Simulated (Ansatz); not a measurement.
# Fe (Im-3m): ferro- and antiferromagnetic starts

The geometry is a structure as deposited in COD (the entry's cell lengths or inner coordinates differ somewhat from later room-temperature determinations), repeated to hold the magnetic orders, held fixed and not relaxed.

Settings: r²SCAN, 10×10×10 k mesh, Fermi–Dirac smearing of 0.05 eV. PAW means Ansatz 0.2.0 on its default frozen-core files; AE-PAW is all-electron PAW in Ansatz 0.2.0 on datasets made for the crystal. Site moments are integrated in spheres about the atoms, whose radii differ between the methods.

The first input and its command:

```yaml
crystal:
  lattice:
    - [0.0, -2.886, 2.886]
    - [2.886, 0.0, 0.0]
    - [1.443, 1.443, 4.329]
  atoms:
    - { symbol: Fe, position: [0.0, 0.0, 0.0], spin: 3.0 }
    - { symbol: Fe, position: [0.5, 0.5, 0.0], spin: 3.0 }
    - { symbol: Fe, position: [0.75, 0.25, 0.5], spin: 3.0 }
    - { symbol: Fe, position: [0.25, 0.75, 0.5], spin: 3.0 }
magnetization:
  spin_polarized: true
kpoints:
  mp_grid: { grid: [10, 10, 10] }
scf:
  occupations: { method: fermi_dirac, width: 0.05 }
  lower_state_search: "off"
hamiltonian:
  xc: r2scan
  pseudopotentials: { kind: paw }
output:
  forces: true
  stress: true
  eigenvalues: true
  populations: true
```

Command: `ansatz run input.yaml --threads 2 --pin off --max-ram 6144MiB --backend cpu --events-out ev --progress --plain --runs-dir out`

The input for «start Fe1↑ Fe2↓ Fe3↑ Fe4↓» by PAW differs from it in these lines, output keys apart:

```diff
-    - { symbol: Fe, position: [0.5, 0.5, 0.0], spin: 3.0 }
+    - { symbol: Fe, position: [0.5, 0.5, 0.0], spin: -3.0 }
-    - { symbol: Fe, position: [0.25, 0.75, 0.5], spin: 3.0 }
+    - { symbol: Fe, position: [0.25, 0.75, 0.5], spin: -3.0 }
```

Energies count from the run that starts all moments parallel. Patterns list the atoms that start with 0.5 μB or more.

Question: Order these starts by the free energy at which PAW ends, lowest first; each keeps its pattern.
A. Fe1↑, Fe2↑, Fe3↓, Fe4↓
B. Fe1↑, Fe2↓, Fe3↑, Fe4↓
C. Fe1↑, Fe2↑, Fe3↑, Fe4↑
D. Fe1↑, Fe2↑, Fe3↑, Fe4↓

Answer: C (0.0 meV/atom), D (+302.7 meV/atom), A (+364.1 meV/atom), B (+476.7 meV/atom).

```json
{"start": "Fe1↑, Fe2↑, Fe3↑, Fe4↑", "ΔF PAW (meV/atom)": "0.0", "ΔF AE-PAW (meV/atom)": "0.0", "largest moment, PAW (μB)": "2.82", "M, PAW (μB/cell)": "10.63", "order at the end, PAW": "kept", "P, PAW (GPa)": "-3.8"}
{"start": "Fe1↑, Fe2↑, Fe3↑, Fe4↓", "ΔF PAW (meV/atom)": "+302.7", "ΔF AE-PAW (meV/atom)": "+297.4", "largest moment, PAW (μB)": "2.73", "M, PAW (μB/cell)": "4.85", "order at the end, PAW": "kept", "P, PAW (GPa)": "-3.8"}
{"start": "Fe1↑, Fe2↑, Fe3↓, Fe4↓", "ΔF PAW (meV/atom)": "+364.1", "ΔF AE-PAW (meV/atom)": "+359.6", "largest moment, PAW (μB)": "2.64", "M, PAW (μB/cell)": "0.00", "order at the end, PAW": "kept", "P, PAW (GPa)": "-4.6"}
{"start": "Fe1↑, Fe2↓, Fe3↑, Fe4↓", "ΔF PAW (meV/atom)": "+476.7", "ΔF AE-PAW (meV/atom)": "–", "largest moment, PAW (μB)": "2.62", "M, PAW (μB/cell)": "0.00", "order at the end, PAW": "kept", "P, PAW (GPa)": "-1.3"}
{"start": "no spin polarisation", "ΔF PAW (meV/atom)": "+1279.0", "ΔF AE-PAW (meV/atom)": "–", "largest moment, PAW (μB)": "0.00", "M, PAW (μB/cell)": "0.00", "order at the end, PAW": "–", "P, PAW (GPa)": "-34.3"}
```

Question: Map the PAW energies of the orders that kept their pattern on E = −Σ J s_i s_j over ordered pairs, with couplings only between Fe atoms 2.50 and 2.89 Å apart. What J follows?

Answer: Per Fe atom, ΔE = Σ J·(n_parallel state − n_order), where n is the mean of Σ s_i s_j over a shell: Fe1↑, Fe2↑, Fe3↑, Fe4↓ has ΔE = +302.7 meV and Δn = 8.0, 4.0; Fe1↑, Fe2↑, Fe3↓, Fe4↓ has ΔE = +364.1 meV and Δn = 8.0, 8.0; Fe1↑, Fe2↓, Fe3↑, Fe4↓ has ΔE = +476.7 meV and Δn = 12.0, 4.0. This gives J(2.50 Å) = +35.88 meV and J(2.89 Å) = +9.00 meV, with a worst miss of 20.3 meV. All other shells are lumped into these numbers, so they are effective couplings.

The lowest of these ends as follows. Site moments (μB): Fe1 2.82, Fe2 2.82, Fe3 2.82, Fe4 2.82. Cell moment 10.63 μB. Orders of other supercells weren't tried and can lie lower.

The PAW files were made with PBE; the program remakes their cores once for the run's functional and then keeps them frozen. This cell lies far from its zero-pressure volume, so the numbers describe the cell as given rather than the relaxed compound. The Ansatz runs typed with the search for lower states off end where their start leads. r²SCAN is known to give itinerant transition metals moments and polarisation energies that are too large. These are results for the start and cell typed. The real compound can order otherwise, in a larger cell, or not at all, since semilocal functionals at zero temperature often overstate magnetism.
